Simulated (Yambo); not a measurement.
NH4Br (space group P-43m, No. 215): a test of whether the lowest BSE state is resolved, against the k mesh (Yambo, LDA bands; otherwise 3 valence and 3 conduction bands, static screening with 30 bands and a 3 Ry block, scissor 2.60 eV, Tamm-Dancoff).

```
k mesh  direct gap (eV)  lowest state (eV)  difference (eV)  k points taking part  rough cost
------  ---------------  -----------------  ---------------  --------------------  ----------
4×4×4              6.62               5.85             0.77                   1.1  about 1/10
6×6×6              6.62               6.06             0.56                   1.3   about 1/5
8×8×8              6.62               6.15             0.46                   1.9           1
```

The last step moves the difference by 0.10 eV. Even the densest mesh doesn't resolve the state: none of these energies is a result, and the difference is no binding energy.

These are vertical excitations (zero momentum). The scissor comes from a G0W0 run whose convergence isn't established; costs are rough.

Spin-orbit splittings are left out.

Geometry of the Materials Project entry, not relaxed at this level; primitive cell a = b = c = 4.0001 Å, α = β = γ = 90.00°.
